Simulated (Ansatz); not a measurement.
# NbRh: two-dimensional strain map

Theory: DFT r2SCAN, scalar-relativistic, plane waves, PAW (Ansatz 0.2.0). Cutoff 500 eV, Γ-centred 16×16×12 k-points, Gaussian smearing of 0.15 eV. No spin polarisation. Energies are free energies at this smearing, counted from the undisturbed cell; pressure is positive in compression.

The starting cell (as given, not relaxed at this level; it stands at 4.0 GPa, and it needn't be the usual structure):

```
Nb Rh
1.0
     2.84200    0.00000    0.00000
     0.00000    2.84200    0.00000
     0.00000    0.00000    3.80900
Nb Rh
1 1
Direct
  0.00000 0.00000 0.00000
  0.50000 0.50000 0.50000
```

The cell is strained by p along both x and y and by q along z, fractional coordinates fixed. Points are written (p, q).

Energy above the undisturbed cell in meV/atom (a dash: not computed):

| p \ q | -0.080 | -0.040 | 0.000 | 0.040 | 0.080 |
| --- | --- | --- | --- | --- | --- |
| -0.080 | 1001.5 | 675.1 | 462.0 | 338.6 | 281.8 |
| -0.040 | 464.3 | – | 118.6 | – | 78.6 |
| 0.000 | 187.0 | 53.9 | 0.0 | 10.4 | 70.6 |
| 0.040 | 103.2 | – | 48.6 | – | 204.9 |
| 0.080 | 157.0 | – | 218.6 | – | 442.5 |

Pressure in GPa:

```csv
p \ q,-0.080,-0.040,0.000,0.040,0.080
-0.080,111.2,84.0,62.4,45.1,31.1
-0.040,64.7,–,27.8,–,4.8
0.000,31.5,16.1,4.0,-5.4,-12.7
0.040,8.1,–,-12.3,–,-24.1
0.080,-8.3,–,-23.1,–,-31.3
```